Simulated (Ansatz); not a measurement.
**A series in space group P6_3/mmc**

All 4 crystals share space group P6_3/mmc (No. 194) and the same kinds of sites, 2 atoms in the primitive cell. They are database entries and needn't be the stable phases. The set is a selection: crystals with an unstable lattice, a very soft shear in a metal or doubtful stress slopes were left out. Cells are relaxed by PAW under the functional.

Quantity: elastic moduli (Hill averages, relaxed ions; θ_D from sound speeds over directions). Level: PBEsol, all-electron LAPW in Ansatz 0.2.0, scalar-relativistic.

```
crystal     cell (conventional)    k mesh  smearing (eV)  B (GPa)  G (GPa)  C11 (GPa)  C33 (GPa)  C44 (GPa)      ν  θ_D (K)
     Ca  a = 3.858, c = 6.335 Å   14×14×8           0.10        ?        ?          ?          ?          ?      ?        ?
     Cd  a = 2.957, c = 5.549 Å   18×18×8           0.10     55.2     18.3        108       49.8       14.9  0.351      169
     Cu  a = 2.520, c = 4.118 Å  18×18×10           0.05      166     44.1        235        296       33.8  0.378      318
     La  a = 3.654, c = 5.988 Å   14×14×8           0.10     26.3     13.0       46.3       53.2        8.9  0.287      142
```

Problem. What did the calculation give for Ca?

Solution. B = 17.9 GPa, G = 8.8 GPa, C11 = 30.1 GPa, C33 = 41.9 GPa, C44 = 7.3 GPa, ν = 0.290, θ_D = 221 K.

Caveats: responses of metals move with mesh and smearing; elastic stability says nothing of phonons or of other phases.
